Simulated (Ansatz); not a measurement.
Sc4N3O:
```cif
data_N3OSc4
_chemical_formula_sum 'Sc4 O1 N3'
_space_group_name_H-M_alt 'P 1'
_space_group_IT_number 1
_cell_length_a 4.48023
_cell_length_b 4.48023
_cell_length_c 4.48023
_cell_angle_alpha 90.000
_cell_angle_beta 90.000
_cell_angle_gamma 90.000
loop_
_space_group_symop_operation_xyz
  'x, y, z'
loop_
_atom_site_label
_atom_site_type_symbol
_atom_site_fract_x
_atom_site_fract_y
_atom_site_fract_z
_atom_site_occupancy
Sc1 Sc 0.00000 0.50000 0.50000 1
Sc2 Sc 0.00000 0.00000 0.00000 1
Sc3 Sc 0.50000 0.50000 0.00000 1
Sc4 Sc 0.50000 0.00000 0.50000 1
O1 O 0.50000 0.50000 0.50000 1
N1 N 0.50000 0.00000 0.00000 1
N2 N 0.00000 0.50000 0.00000 1
N3 N 0.00000 0.00000 0.50000 1
```

Relaxed with r²SCAN.

Problem. Which orbitals make up the states near the Fermi level in r²SCAN (plane waves, PAW; program Ansatz)?

Solution. Within 0.5 eV of the Fermi level: Sc 3d 86 %, N 2p 10 %. Projections are on Löwdin-orthogonalised atomic valence shells; empty p or d shells of many metals are not among them.

Problem. Tabulate the density of states.

Solution. States/eV per cell of 8 atoms, in 0.25 eV bins, energy from the Fermi level.

| E (eV) | total | Sc 3d | N 2p | O 2p |
|---|---|---|---|---|
| -7.85 | 0.24 | 0.06 | 0.03 | 0.14 |
| -7.60 | 1.73 | 0.37 | 0.14 | 1.06 |
| -7.35 | 4.43 | 0.82 | 0.24 | 3.01 |
| -7.10 | 4.57 | 0.72 | 0.21 | 3.29 |
| -6.85 | 3.53 | 0.47 | 0.19 | 2.62 |
| -6.60 | 3.94 | 0.45 | 0.24 | 3.01 |
| -6.35 | 5.90 | 0.54 | 0.45 | 4.61 |
| -6.10 | 0.47 | 0.13 | 0.27 | 0.01 |
| -5.85 | 0.84 | 0.22 | 0.50 | 0.01 |
| -5.60 | 2.62 | 0.64 | 1.54 | 0.14 |
| -5.35 | 4.32 | 1.04 | 2.55 | 0.28 |
| -5.10 | 4.28 | 1.00 | 2.61 | 0.23 |
| -4.85 | 4.51 | 1.15 | 2.74 | 0.29 |
| -4.60 | 4.47 | 1.08 | 2.83 | 0.26 |
| -4.35 | 10.54 | 2.67 | 7.14 | 0.23 |
| -4.10 | 11.26 | 2.84 | 7.76 | 0.22 |
| -3.85 | 7.67 | 2.08 | 5.27 | 0.08 |
| -3.60 | 6.22 | 1.59 | 4.37 | 0.06 |
| -3.35 | 5.24 | 1.18 | 3.81 | 0.08 |
| -3.10 | 3.39 | 0.72 | 2.54 | 0.02 |
| -2.85 | 2.50 | 0.48 | 1.94 | 0.01 |
| -2.60 | 1.89 | 0.31 | 1.51 | 0.01 |
| -2.35 | 0.95 | 0.13 | 0.79 | 0.01 |
| -2.10 | 0.42 | 0.04 | 0.36 | 0.00 |
| -1.85 | 0.05 | 0.00 | 0.05 | 0.00 |
| -1.60 | 0.00 | 0.00 | 0.00 | 0.00 |
| -1.35 | 0.06 | 0.06 | 0.00 | 0.00 |
| -1.10 | 0.33 | 0.30 | 0.03 | 0.00 |
| -0.85 | 0.53 | 0.47 | 0.05 | 0.00 |
| -0.60 | 0.79 | 0.70 | 0.08 | 0.01 |
| -0.35 | 1.02 | 0.89 | 0.10 | 0.02 |
| -0.10 | 1.19 | 1.02 | 0.12 | 0.03 |
| 0.15 | 1.46 | 1.25 | 0.14 | 0.03 |
| 0.40 | 1.84 | 1.58 | 0.18 | 0.05 |
| 0.65 | 1.97 | 1.69 | 0.18 | 0.05 |
| 0.90 | 2.42 | 2.08 | 0.22 | 0.06 |
| 1.15 | 3.04 | 2.63 | 0.26 | 0.07 |
| 1.40 | 3.40 | 2.93 | 0.30 | 0.08 |
| 1.65 | 3.88 | 3.33 | 0.34 | 0.10 |
| 1.90 | 4.21 | 3.64 | 0.35 | 0.10 |
| 2.15 | 4.02 | 3.51 | 0.31 | 0.08 |
| 2.40 | 4.98 | 4.34 | 0.43 | 0.08 |
| 2.65 | 6.82 | 5.98 | 0.53 | 0.14 |
| 2.90 | 7.62 | 6.67 | 0.46 | 0.23 |
| 3.15 | 11.51 | 10.06 | 0.60 | 0.27 |
| 3.40 | 11.67 | 10.28 | 0.56 | 0.24 |
| 3.65 | 11.61 | 10.30 | 0.65 | 0.19 |
| 3.90 | 12.32 | 10.96 | 0.80 | 0.15 |
| 4.15 | 11.37 | 9.79 | 0.85 | 0.16 |

Space group Pm-3m. The start of the workflow was typed in or built on a structure type; neither database checked (COD, Materials Project) lists it. Its standing as an ambient phase is unchecked. Symmetry was held in the r²SCAN relaxation; its stability against distortions is not shown here. The run is not spin-polarised. With an odd number of electrons in the cell and no spin polarisation, the count alone makes it a metal.

Potentials: the earlier of the program's two PAW sets. The files were generated under PBE; for other functionals the program regenerates the frozen cores, and for LDA and PBEsol the local potential too.
